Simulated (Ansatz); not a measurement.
A geometry of ZrO2 away from equilibrium: step 2 of the relaxation of a generated trial cell of ZrO2 in the AFLOW prototype A2B_oC12_63_2c_c (C49, as in ZrSi2). Level of theory: PBEsol (plane waves to 420 eV, PAW, scalar-relativistic; Ansatz, a program for electronic structure). Γ-centred k-mesh 7×7×7 on the run's cell (coarser than for final values), Fermi–Dirac smearing 0.05 eV. The plane waves were selected for a different cell earlier on the path.

```
ZrO2
1.0
    1.58476    -6.26004     0.00000
    1.58476     6.26004     0.00000
    0.00000     0.00000     3.24472
O Zr
4 2
Direct
  0.93269   0.06731   0.25000
  0.06731   0.93269   0.75000
  0.25089   0.74911   0.25000
  0.74911   0.25089   0.75000
  0.61892   0.38108   0.25000
  0.38108   0.61892   0.75000
```

Problem. Give the Cartesian forces on all atoms (eV/Å).

Solution. 
```
atom    Fx     Fy    Fz
----  ----  -----  ----
O1    0.00   1.52  0.00
O2    0.00  -1.52  0.00
O3    0.00  -0.09  0.00
O4    0.00   0.09  0.00
Zr5   0.00  -5.12  0.00
Zr6   0.00   5.12  0.00
```

The path ends in Cmcm (No. 63). No spin polarisation in the result. Without a van der Waals term the distances between weakly bound units are poorly fixed.

The run could not lose the symmetry of its start, so the end can be a saddle point.

The end of the path is a generated cell of ZrO2: the first start was made by placing the elements on the sites of a structure type, and the end was not matched to a known phase here, so it may be hypothetical. Known forms of ZrO2 include space group No. 14, 137, 225.
